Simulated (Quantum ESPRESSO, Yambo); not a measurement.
For Cs$_{2}$LiAlF$_{6}$ (space group P-3m1, No. 164), Yambo gives the independent-particle static dielectric constant along x as 2.28 on PBEsol bands and 2 after a scissor of 3.82 eV widens every gap (3×3×4 mesh, 134 bands, 3 Ry local-field block, 0.2 eV broadening). Axes are Cartesian, with cell vectors (Å) (6.30, 0.00, 0.00), (-3.15, 5.45, 0.00), (0.00, 0.00, 5.10).

Problem. A scissor keeps the position matrix elements. In a one-oscillator model, how does ε − 1 scale, and what mean transition energy do the two values imply?

Solution. Each transition adds |r|²/E to ε − 1, so ε − 1 ∝ 1/(E0 + Δ). Then (2 − 1)/(2.28 − 1) = E0/(E0 + Δ) = 0.781, and E0 = Δ(ε' − 1)/(ε − ε') = 13.6 eV. The computed Im ε, weighted by 1/E up to 20 eV, has its mean at 13.1 eV; the smallest direct PBEsol gap is 6.76 eV. The scissor comes from a G0W0 run whose convergence isn't established. Convergence of the RPA response with its 3×3×4 mesh was not tested.

Bands from Quantum ESPRESSO.

Geometry of the Materials Project entry, not relaxed at this level; primitive cell a = 6.298 Å, b = 6.298 Å, c = 5.103 Å, α = 90.00°, β = 90.00°, γ = 120.00°.

The structure is a Materials Project entry; no match was found in the copy of COD used, and its stability was not checked.
